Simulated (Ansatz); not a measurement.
## AlN at 50 GPa: from Born charge to LO–TO splitting and polaron coupling

All numbers below come from Ansatz 0.2.0, DFT LDA, scalar-relativistic, plane waves, PAW. Cutoff 420 eV, 10×10×10 k-points (Γ-centred), fixed occupations. No spin polarisation. Phonons by linear response, acoustic sum rule imposed.

The cell, relaxed at 50 GPa:
```cif
data_structure
_symmetry_space_group_name_H-M 'F-43m'
_symmetry_Int_Tables_number 216
_cell_length_a 4.1011
_cell_length_b 4.1011
_cell_length_c 4.1011
_cell_angle_alpha 90.000
_cell_angle_beta 90.000
_cell_angle_gamma 90.000
_cell_volume 68.98
loop_
_atom_site_label
_atom_site_type_symbol
_atom_site_symmetry_multiplicity
_atom_site_Wyckoff_symbol
_atom_site_fract_x
_atom_site_fract_y
_atom_site_fract_z
_atom_site_occupancy
Al1 Al 4 a 0.00000 0.00000 0.00000 1
N1 N 4 c 0.25000 0.25000 0.25000 1
```

Other phases may be more stable at this pressure.

Linear response gives ν_TO = 839.4 cm⁻¹, Born charges ±2.524 e (positive on Al) and ε∞ = 4.333. The primitive cell holds 17.244 Å³, and the masses are 26.982 and 14.007 amu.

Task: Find ν_LO and the static dielectric constant.

Result: The long-wave field adds a restoring force: ω_LO² − ω_TO² = Z*²e²/(ε_vac ε∞ μV). In these units ν_LO² − ν_TO² = 4.92064×10⁷ Z*²/(μ V ε∞) cm⁻², with μ = m₁m₂/(m₁ + m₂) = 9.220 amu: 454974 cm⁻². So ν_LO = √(839.4² + 454974) = 1076.8 cm⁻¹, and the run gives 1076.8. Lyddane–Sachs–Teller then gives ε0 = ε∞ (ν_LO/ν_TO)² = 7.13, against 7.13 in the run (it forms both from the same three quantities, so the match checks the arithmetic only). Between ν_TO and ν_LO the dielectric function is negative and an undamped crystal reflects fully: a reststrahlen band from 9.3 to 11.9 μm.

Task: What do the Clausius–Mossotti polarisability and the Szigeti charge come to?

Result: With the Lorentz local field, α = (3V/4π)(ε∞ − 1)/(ε∞ + 2) = 2.17 Å³ for the pair, and e_S = 3Z*/(ε∞ + 2) = 1.20 e. The Born charge includes the electrons' response to the dipole's own local field, and e_S takes that enhancement out. The Lorentz field assumes point-like polarisable ions, a poor picture once ε∞ is this large, since the electron clouds then overlap or are shared, so both numbers are formal here.

Task: How strongly does a slow electron couple to the LO mode?

Result: For one isotropic parabolic band, Fröhlich's constant is α_F = (1/ε∞ − 1/ε0) √(m* Ry/ħω_LO), with Ry = 13.606 eV, ħω_LO = 133.5 meV and m* in free-electron masses: α_F = 0.0906 × 10.10 × √m* = 0.91 √m*. The band mass isn't part of this run; for m* = 0.1, 0.3 and 1 it gives 0.29, 0.50, 0.91. In weak coupling the polaron lies α_F ħω_LO below the band edge (67 meV at m* = 0.3) with a mass m*(1 + α_F/6); past α_F of about 5 or 6 that expansion fails. A semilocal functional's ε∞ tends to be too large, which taken alone lowers α_F.

This zinc-blende form isn't the usual stable structure of the compound at low pressure.

Cost: 1 run of about 0.48 core-minutes, on AMD EPYC 7R43 (Zen 3) (shared hosts).